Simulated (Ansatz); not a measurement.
# Kick test of a cell of MgSnO₂

It was reached by relaxing an invented guess, and it needn't be the stable form of this composition.

Theory: Ansatz 0.2.0, DFT PBE, scalar-relativistic, plane waves, PAW. Settings: cutoff 420 eV, Γ-centred mesh 12×12×6 on the computed 4-atom cell, Gaussian smearing of 0.02 eV; no spin polarisation.

The cell below (4 atoms, space group P-3m1 (No. 164)) is relaxed within its symmetry.

```
CELL_PARAMETERS angstrom
3.18412 0.00000 0.00000
-1.59206 2.75753 0.00000
0.00000 0.00000 5.93867
ATOMIC_POSITIONS crystal
Mg 0.00000 0.00000 0.00000
Sn 0.00000 0.00000 0.50000
O 0.33333 0.66667 0.80170
O 0.66667 0.33333 0.19830
```

For the test a repeat of it with 8 atoms (edges 3.18, 3.18, 11.88 Å) was strained at random (σ = 1.5 % a component), the atoms were moved at random (σ = 0.10 Å), and all was relaxed again on a coarse 6×6×1 mesh (in the run’s order of axes) with 0.10 eV smearing, with no symmetry imposed.

Task: Does it come back?

Result: It doesn't return. The energy falls by 187 meV/atom on that mesh, the volume changes by 3.5 %, and the end has space group R-3m (No. 166) at a loose tolerance. Relaxed again on a 12×12×12 mesh with 0.01 eV smearing, the new structure lies 192 meV/atom below the first (mesh in the axes of the run's cell; the cell below is made exact in the group named). Space group R-3m (No. 166), trigonal, a = 3.171 Å, c = 18.587 Å. Mg has 6 O at 2.12 Å; around Sn lie 2 O at 2.03 Å; O has 1 Sn at 2.03 Å and 3 Mg at 2.12 Å.

Space group R-3m:H (No. 166). a = 3.171 Å, b = 3.171 Å, c = 18.587 Å, α = 90.00°, β = 90.00°, γ = 120.00°
```
atom  site  symmetry       x       y       z
  Mg    3a       -3m  0.0000  0.0000  0.0000
  Sn    3b       -3m  0.6667  0.3333  0.8333
   O    6c        3m  0.6667  0.3333  0.9426
```
